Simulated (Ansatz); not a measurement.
# Relaxing SnTe2 in the fluorite type

First guess:

```yaml
crystal:
  lattice:
    - [0.00000, 3.33936, 3.33936]
    - [3.33936, 0.00000, 3.33936]
    - [3.33936, 3.33936, 0.00000]
  atoms:
    - { symbol: Sn, position: [0.00000, 0.00000, 0.00000] }
    - { symbol: Te, position: [0.25000, 0.25000, 0.25000] }
    - { symbol: Te, position: [0.75000, 0.75000, 0.75000] }
```

Level of theory: Ansatz 0.2.0, DFT, PBE, PAW with Ansatz's default frozen-core files, scalar-relativistic.

Cell and atoms relax within the symmetry of the start on a 10×10×10 k mesh with 0.05 eV Fermi–Dirac smearing.

The start is built from a prototype, known or not as a phase of this compound; the cutoff is 420 eV.

No spin–orbit coupling, which matters for the heavy atoms here.

(1) What is the pressure of the first guess?

(2) What does it relax to?

(3) How much energy does the relaxation release?

Results:

(1) 25.5 GPa.

(2) a = 7.445 Å, b = 7.445 Å, c = 7.445 Å, α = 90.00°, β = 90.00°, γ = 90.00° (conventional cell), 34.38 Å³ per atom:
Space group Fm-3m (No. 225). a = 7.445 Å, b = 7.445 Å, c = 7.445 Å, α = 90.00°, β = 90.00°, γ = 90.00°
```csv
atom,site,symmetry,x,y,z
Sn,4a,m-3m,0.0000,0.0000,0.0000
Te,8c,-43m,0.2500,0.7500,0.7500
```

(3) 561 meV/atom.
